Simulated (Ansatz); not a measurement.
LuF₃:
```cif
data_F18Lu6
_chemical_formula_sum 'Lu6 F18'
_space_group_name_H-M_alt 'P-3c1'
_space_group_IT_number 165
_space_group_name_Hall '-P 3 2"c'
_cell_length_a 6.65779
_cell_length_b 6.65779
_cell_length_c 6.84534
_cell_angle_alpha 90.000
_cell_angle_beta 90.000
_cell_angle_gamma 120.000
loop_
_atom_site_label
_atom_site_type_symbol
_atom_site_symmetry_multiplicity
_atom_site_Wyckoff_symbol
_atom_site_fract_x
_atom_site_fract_y
_atom_site_fract_z
_atom_site_occupancy
Lu1 Lu 6 f 0.34685 0.34685 0.25000 1
F1 F 2 a 0.00000 0.00000 0.25000 1
F2 F 4 d 0.33333 0.66667 0.18213 1
F3 F 12 g 0.37567 0.07034 0.07815 1
```

Relaxed with r²SCAN. DFT-r²SCAN in the program Ansatz with PAW potentials gives a gap of 8.66 eV.

Question: What gap does HSE06 give on the same cell (Ansatz, PAW)?

Answer: 10.11 eV, 1.44 eV more. The hybrid was solved on a coarser mesh and at special points; its gap is the smallest among all of these.

```tsv
k	v1 r²SCAN	c1 r²SCAN	v1 HSE06	c1 HSE06
Γ	-0.02	8.66	0.00	10.11
A	-0.21	9.16	___	___
K	-0.02	9.11	-0.18	10.83
H	-0.16	9.25	___	___
M	0.00	9.02	___	___
L	-0.12	9.15	___	___
```

Question: Top valence (v1) and lowest conduction level (c1) in eV from each method's valence maximum (which need not be a listed point): supply the withheld HSE06 values.

Answer: 
- A, v1 HSE06: -0.29
- A, c1 HSE06: 10.87
- L, v1 HSE06: -0.31
- L, c1 HSE06: 10.86
- H, v1 HSE06: -0.33
- H, c1 HSE06: 10.97
- M, v1 HSE06: -0.14
- M, c1 HSE06: 10.72

Cost on shared cores: the r²SCAN run (SCF on a 5×5×4 mesh, then bands and DOS) about 18 core-minutes (a rough figure), the HSE06 run (SCF on 3×3×3, then a few points) about 16 core-minutes (a rough figure); the tasks are unlike.

The first step of the workflow began from a Materials Project structure, measured or hypothetical; the Crystallography Open Database copy checked does not list it. Its standing as an ambient phase is unchecked. The cell was relaxed with r²SCAN under the symmetry of its start; whether a distortion lowers the energy is not shown. Scalar-relativistic: spin–orbit coupling is off unless named, which matters more the heavier the elements.

Potentials: the later of the program's two PAW sets.
